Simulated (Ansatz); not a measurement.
Polymorphs of Si₂W, each relaxed with the program Ansatz at the PBE level (PAW):

A: MoSi2 or CaC2 type (I4/mmm), a = b = 3.229 Å, c = 7.867 Å, α = β = γ = 90.00°

B: P6/mmm, a = b = 4.342 Å, c = 2.594 Å, α = β = 90.00°, γ = 120.00°

C: fluorite or antifluorite type (Fm-3m), a = b = c = 5.894 Å, α = β = γ = 90.00°

D: Fddd, a = 4.591 Å, b = 7.941 Å, c = 8.978 Å, α = β = γ = 90.00°

E: Cmcm, a = 3.453 Å, b = 15.571 Å, c = 3.362 Å, α = 90.00°, β = 90.00°, γ = 90.00°

Q: Put the candidates in order of energy per atom at 0 K, lowest first, for PBE.

A: A (+0 meV/atom), D (+122 meV/atom), E (+411 meV/atom), B (+680 meV/atom), C (+862 meV/atom)

Constructed cells (a structure type filled with these elements, in neither database checked): B; C; D; E. Not the usual ambient phase: B; C; D; E. All cells were relaxed under the symmetry of their starts (and spin orders); stability against distortions was not tested throughout. Rows with no word on spin ran without spin polarisation. Scalar-relativistic: spin–orbit coupling is off unless named, which matters more the heavier the elements.

Energies hold the estimated change up to a 700 eV cutoff; steps of a few meV lie near the error of the meshes.

Potentials: the later of the program's two PAW sets.
